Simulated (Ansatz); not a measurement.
TiSnS in space group P4/nmm (No. 129; Ti on 2c, Sn on 2a, S on 2c) at seven volumes, plane-wave PAW PBEsol (Ansatz code), shape and atoms relaxed at each. One row is withheld.

```tsv
V (Å³/atom)	P (GPa)
16.866	?
17.422	7.41
17.978	3.40
18.534	0.00
19.090	-2.87
19.646	-5.28
20.202	-7.30
```

Question: Fit the shown pressures and predict the withheld one.

Answer: Third-order Birch–Murnaghan: P = (3/2)B₀(x^(7/2) − x^(5/2))[1 + (3/4)(B′ − 4)(x − 1)] with x = (V₀/V)^(2/3). Least squares on the six rows gives V₀ = 18.534 Å³/atom, B₀ = 103.7 GPa, B′ = 4.69. At V = 16.866, x = 1.0649 and P = 12.21 GPa. The run itself gave 12.17 GPa.

The start of the workflow was typed in or built on a structure type; neither database checked (COD, Materials Project) lists it. Its standing as an ambient phase is unchecked. The cell was relaxed with PBEsol under the symmetry of its start; whether a distortion lowers the energy is not shown. The workflow began spin-polarised and lost its moments. The volume moved by -16 % from the start of the relaxation. Scalar-relativistic: spin–orbit coupling is off unless named, which matters more the heavier the elements.

Potentials: the later of the program's two PAW sets.
